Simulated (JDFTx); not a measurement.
An input for a modified build of JDFTx (CClF3 (built from chlorotrifluoromethane), charge +1, multiplicity 2, vacuum; bohr, hartree) and the course of its log:

```
lattice \
  21.2594189020 0.0000000000 0.0000000000 \
  0.0000000000 20.7869873709 0.0000000000 \
  0.0000000000 0.0000000000 21.2594189020
coords-type Cartesian
ion F -2.1174502378 -1.3709570246 -2.0096465131 0
ion C -1.2343017499 -0.4561856070 0.1422398668 0
ion F -2.1188719401 1.8638286469 0.4267888870 0
ion F -2.1172024579 -1.8638286469 2.0096465131 0
ion Cl 2.1188719401 -0.4558151466 0.1422438398 0
ion-species pseudo/f_pbe_v1.4.upf
ion-species pseudo/c_pbe_v1.2.upf
ion-species pseudo/cl_pbe_v1.4.upf
elec-cutoff 20 100
elec-ex-corr gga-PBE
symmetries none
coulomb-interaction Isolated
coulomb-truncation-embed 0 0 0
elec-n-bands 16
spintype z-spin
elec-initial-magnetization 1 yes
elec-initial-charge -1
electronic-scf nIterations 100 energyDiffThreshold 1e-8
dump-name s0.$VAR
dump End State Ecomponents EigStats BandEigs Forces ElecDensity IonicPositions
```

```
[one cycle in 5 is shown, and the last three; fluid-solver lines are left out]
SCF: Cycle:  0   Etot: -92.459526040658176   dEtot: +2.284e-01   |Residual|: 7.601e-01   |deigs|: 2.699e-02
SCF: Cycle:  5   Etot: -93.215889776757393   dEtot: -7.389e-03   |Residual|: 4.234e-02   |deigs|: 7.343e-03
SCF: Cycle: 10   Etot: -93.217044158551516   dEtot: -1.158e-04   |Residual|: 1.525e-02   |deigs|: 8.284e-04
SCF: Cycle: 15   Etot: -93.217152410793688   dEtot: +4.011e-06   |Residual|: 1.377e-02   |deigs|: 1.540e-03
SCF: Cycle: 20   Etot: -93.217210791523428   dEtot: -3.088e-05   |Residual|: 3.131e-03   |deigs|: 1.088e-03
SCF: Cycle: 25   Etot: -93.217219420753381   dEtot: -3.871e-06   |Residual|: 3.390e-03   |deigs|: 2.631e-04
SCF: Cycle: 30   Etot: -93.217223810110951   dEtot: -1.670e-06   |Residual|: 7.772e-04   |deigs|: 8.023e-05
SCF: Cycle: 35   Etot: -93.217227988924066   dEtot: -4.390e-07   |Residual|: 8.147e-04   |deigs|: 1.289e-05
SCF: Cycle: 40   Etot: -93.217225026815299   dEtot: +8.860e-07   |Residual|: 7.724e-04   |deigs|: 8.138e-05
SCF: Cycle: 45   Etot: -93.217224791567034   dEtot: +5.071e-06   |Residual|: 9.834e-04   |deigs|: 1.543e-04
SCF: Cycle: 50   Etot: -93.217231652948541   dEtot: -1.959e-06   |Residual|: 4.950e-04   |deigs|: 4.384e-05
SCF: Cycle: 55   Etot: -93.217232824236930   dEtot: -2.517e-07   |Residual|: 4.985e-04   |deigs|: 7.894e-06
SCF: Cycle: 60   Etot: -93.217234859356452   dEtot: -3.981e-07   |Residual|: 5.466e-04   |deigs|: 9.154e-06
SCF: Cycle: 65   Etot: -93.217235846840509   dEtot: +6.545e-07   |Residual|: 7.114e-04   |deigs|: 2.453e-05
SCF: Cycle: 70   Etot: -93.217233588196422   dEtot: +7.261e-08   |Residual|: 5.280e-04   |deigs|: 3.798e-06
SCF: Cycle: 75   Etot: -93.217233312592157   dEtot: -1.032e-06   |Residual|: 4.437e-04   |deigs|: 2.449e-05
SCF: Cycle: 80   Etot: -93.217239070876118   dEtot: -6.027e-07   |Residual|: 9.433e-04   |deigs|: 3.330e-05
SCF: Cycle: 85   Etot: -93.217235169507887   dEtot: +1.543e-06   |Residual|: 7.887e-04   |deigs|: 3.636e-05
SCF: Cycle: 90   Etot: -93.217238947608649   dEtot: -1.478e-06   |Residual|: 6.798e-04   |deigs|: 2.955e-05
SCF: Cycle: 95   Etot: -93.217241815708277   dEtot: -2.705e-06   |Residual|: 5.195e-04   |deigs|: 5.910e-05
SCF: Cycle: 97   Etot: -93.217241612470787   dEtot: -2.277e-08   |Residual|: 9.355e-04   |deigs|: 4.308e-06
SCF: Cycle: 98   Etot: -93.217240396769682   dEtot: +1.216e-06   |Residual|: 8.088e-04   |deigs|: 3.076e-05
SCF: Cycle: 99   Etot: -93.217239803482883   dEtot: +5.933e-07   |Residual|: 8.167e-04   |deigs|: 3.817e-05
SCF: None of the convergence criteria satisfied after 100 iterations.
IonicMinimize: Iter:   0  Etot: -93.217239803482883  |grad|_K:  0.000e+00
IonicMinimize: Converged (|grad|_K<1.000000e-04).
```

This run gave no converged result. The loop ran out of cycles short of its threshold. It has stalled and not diverged: the last ten energies span 4e-06 Ha, so the total is near its end, but levels, forces and the chemical potential aren't shown converged.
